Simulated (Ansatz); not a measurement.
Input file for Ansatz (a first-principles code):

Ansatz 0.2 input:
```yaml
crystal:
  lattice:
    - [0.0, 2.5292333224, 2.5292333224]
    - [2.5292333224, 0.0, 2.5292333224]
    - [2.5292333224, 2.5292333224, 0.0]
  atoms:
    - { symbol: Hf, position: [0.0, 0.0, 0.0] }
    - { symbol: O, position: [0.25, 0.25, 0.25] }
    - { symbol: O, position: [0.75, 0.75, 0.75] }
kpoints:
  mp_grid: { grid: [7, 7, 7] }
hamiltonian:
  xc: hse06
  pseudopotentials: { kind: paw }
scf:
  n_extra_bands: 6
  occupations: { method: fixed }
output:
  eigenvalues: true
  eigenstates:
    e_range: [-9.0, 14.5]
    kpoints:
      - [0.0, 0.5, 0.5]  # VBM
      - [0.0, 0.5, 0.5]  # CBM
      - [0.0, 0.0, 0.0]  # GAMMA
      - [0.5, 0.0, 0.5]  # X
      - [0.5, 0.5, 0.5]  # L
      - [0.5, 0.25, 0.75]  # W
      - [0.375, 0.375, 0.75]  # K
      - [0.625, 0.25, 0.625]  # U
```

Output (shortened):

```
Pseudopotential: Hf, paw, valence charge 26
Pseudopotential: O, paw, valence charge 6
Functional definition: HSE06
davidson cushion auto → on  (no smearing: the cushion is to keep the highest requested band from converging to the state above it …
Crystal: 3 atoms, lattice volume = 32.359 Å³
Basis set: ecut = 420 eV, 609 PW (Γ)
Bands: 25, of which v1, the nominal top of the filled ones, is band 19 counted from 1 (18 counted from 0)
Symmetry: 48 space group operations
Space group: Fm-3m (ITA 225), of the structure as read, at distance tolerance 3.2e-5 Å
k-points: 20 of 343
SCF iter   1: F=—  HF=-16861.399707 eV  |F-HF|=—  |Δ(HF+E_count)|=         —  Δρ=2.20e-3  dr2=8.51e-4  ethr=1.77e-3  ⟨swp⟩=2.0  Hψ=3114  notcnv=0
preconditioner: auto → none
SCF iter   2: F=-16861.400365 eV  HF=-16861.400234 eV  |F-HF|=1.31e-4  |Δ(HF+E_count)|=   5.27e-4  Δρ=1.24e-3  dr2=2.44e-4  ethr=2.24e-6  ⟨swp⟩=3.8  Hψ=1553  notcnv=0
SCF 1 stopped early in 2 iterations: F = -16861.400365 eV  dr2 = 2.44e-4
Crystal: 3 atoms, lattice volume = 32.359 Å³
Exchange kernel: α = 0.2500, screened, ω = 0.2079 Å⁻¹, Wigner–Seitz truncation, v(0) = 1046.7754 eV·Å³, q-mesh 7×7×7, nearest image of the exchange supercell L …
Frozen-core exchange: fock
SCF iter   1: F=—  HF=-16861.669737 eV  |F-HF|=—  |Δ(HF+E_count)|=         —  Δρ=1.14e-2  dr2=4.69e-2  ethr=6.42e-6  ⟨swp⟩=5.5  Hψ=2228  notcnv=0
preconditioner: auto → none
SCF iter   2: F=—  HF=-16861.617193 eV  |F-HF|=—  |Δ(HF+E_count)|=   5.25e-2  Δρ=7.79e-3  dr2=1.23e-2  ethr=6.42e-6  ⟨swp⟩=4.0  Hψ=1939  notcnv=0
SCF iter   3: F=—  HF=-16861.614036 eV  |F-HF|=—  |Δ(HF+E_count)|=   3.16e-3  Δρ=2.13e-3  dr2=2.72e-3  ethr=6.42e-6  ⟨swp⟩=3.0  Hψ=1600  notcnv=0
SCF iter   4: F=—  HF=-16861.630098 eV  |F-HF|=—  |Δ(HF+E_count)|=   1.61e-2  Δρ=1.31e-3  dr2=5.30e-4  ethr=2.46e-6  ⟨swp⟩=4.0  Hψ=1752  notcnv=0
iter 5 solved again at ethr=2.17e-8 eV; its pass at ethr=1.28e-6 eV (dr2=8.23e-6 eV) is discarded
SCF iter   5: F=-16861.629643 eV  HF=-16861.629645 eV  |F-HF|=1.84e-6  |Δ(HF+E_count)|=   4.53e-4  Δρ=2.46e-4  dr2=1.66e-5  ethr=2.17e-8  ⟨swp⟩=3.0  Hψ=2554  notcnv=0
SCF 2 stopped early in 5 iterations: F = -16861.629643 eV  dr2 = 1.66e-5
hybrid outer 1: dexx = +1.678e-2 eV, tail = 1.06e-3 eV
Crystal: 3 atoms, lattice volume = 32.359 Å³
Exchange kernel: α = 0.2500, screened, ω = 0.2079 Å⁻¹, Wigner–Seitz truncation, v(0) = 1046.7754 eV·Å³, q-mesh 7×7×7, nearest image of the exchange supercell L …
Frozen-core exchange: fock
SCF iter   1: F=—  HF=-16861.629140 eV  |F-HF|=—  |Δ(HF+E_count)|=         —  Δρ=1.38e-4  dr2=1.72e-6  ethr=1.39e-5  ⟨swp⟩=2.0  Hψ=1101  notcnv=0
preconditioner: auto → none
iter 2 solved again at ethr=3.29e-10 eV; its pass at ethr=4.36e-9 eV (dr2=1.25e-7 eV) is discarded
SCF iter   2: F=—  HF=-16861.629143 eV  |F-HF|=—  |Δ(HF+E_count)|=   2.30e-6  Δρ=4.43e-5  dr2=1.46e-7  ethr=3.29e-10  ⟨swp⟩=2.0  Hψ=3020  notcnv=0
SCF iter   3: F=-16861.629143 eV  HF=-16861.629143 eV  |F-HF|=4.82e-9  |Δ(HF+E_count)|=   5.55e-8  Δρ=1.91e-5  dr2=2.43e-8  ethr=3.29e-10  ⟨swp⟩=3.0  Hψ=1299  notcnv=0
SCF 3 converged in 3 iterations: F = -16861.629143 eV  dr2 = 2.43e-8
hybrid outer 2: dexx = +1.039e-6 eV, tail = 3.38e-7 eV, Δε = 5.32e-3 eV (about 4.01e-4 eV left of the loop's levels)
NSCF: frozen V_eff on 8 k-points
hybrid SCF converged: 2 outer / 8 inner (+2 warm-up), last move |dexx| = 1.04e-6 eV, tail = 3.38e-7 eV
Stability not checked (fock_operator)
Free energy (F): -16861.629143 eV
Frozen-core exchange: fock
Harris-Foulkes:  -16861.629143 eV  (|F-HF|=4.82e-9)
Internal energy: -16861.629143 eV  (E = F + TS)
E sigma→0 (E₀):  -16861.629143 eV
Fermi energy:    15.055593 eV
--- Per-component energies (eV) ---
  E_band       = -40.114405
  E_kinetic    = 770.609470
  E_local      = -5704.783736  (includes V_loc(G=0)·N_el)
  E_nonlocal   = -1164.621546
  E_hartree    = 2618.202117
  E_xc         = -354.860345
  E_vxc        = -359.630183  (∫ρ·V_xc dr)
  E_exx        = -154.697011  (= α·E_x^exact, valence–valence)
  E_paw        = -7167.418488  (= ΣΔE_a)
  E_vpaw       = 1491.295945  (= ΣTr[D̂ρ^β])
  E_aug_tail   = 0.004966  (compensation charges beyond the density's cutoff)
  E_ewald      = -5705.163273
  E_core_change = 1.098702  (= ΣΔE_core)
  E_smearing   =  0.000000  (= −TS)
  E_closure    =  0.000000  (closes the sum)
  Σ components = -16861.629143   (vs F -16861.629143, Δ=-3.64e-12)
  [band-id]    e_kinetic+e_local+e_nonlocal+2·e_hartree+e_vxc+2·e_exx+e_vpaw+e_augmentation_tail = -40.114871   (vs E_band -40.114405, Δ=-4.66e-4)
--- Band table (eV; the first three rows and the last of 20) ---
  k-point 0: bands = ["-48.5300", "-15.6534", "-15.6534", "-15.6534", "-5.3626", "-2.3817", "1.5804", "1.5804", "1.5804", "1.6403", "1.6403", "1.6403", "1.8913", "9.3075", "9.3075", "9.3075", "14.4772", "14.4772", "14.4772", "20.7259", "20.7259", "22.5911", …
  k-point 1: bands = ["-48.5268", "-15.7687", "-15.6659", "-15.6659", "-5.0645", "-2.5614", "1.5840", "1.5840", "1.5861", "1.6344", "1.6344", "1.6405", "1.8223", "9.5235", "9.5235", "9.9041", "13.8757", "14.1179", "14.1179", "21.0924", "21.0924", "23.3586", …
  k-point 2: bands = ["-48.5193", "-16.0123", "-15.6939", "-15.6939", "-4.4388", "-2.8697", "1.5903", "1.5903", "1.6014", "1.6240", "1.6240", "1.6408", "1.7155", "10.0201", "10.0201", "11.1659", "12.7436", "13.5000", "13.5000", "21.5545", "21.5545", …
  k-point 19: bands = ["-48.5071", "-16.0727", "-16.0084", "-15.7993", "-3.3566", "-3.1961", "1.5887", "1.6039", "1.6062", "1.6144", "1.6176", "1.6312", "1.6435", "9.2677", "10.0348", "12.0397", "12.4052", "13.7144", "14.7545", "21.4603", "22.2527", …
```

Cost: very roughly 120 core-seconds on shared cores.

The points marked VBM and CBM come from a semilocal run.

This is a known high-temperature phase of the composition, computed here at zero pressure and temperature. The cell was relaxed with r²SCAN under the symmetry of its start. At this level the phase is dynamically unstable (imaginary phonons). The run is not spin-polarised. Scalar-relativistic: spin–orbit coupling is off unless named, which matters more the heavier the elements.

Potentials: the later of the program's two PAW sets.

Ansatz is a plane-wave DFT program.
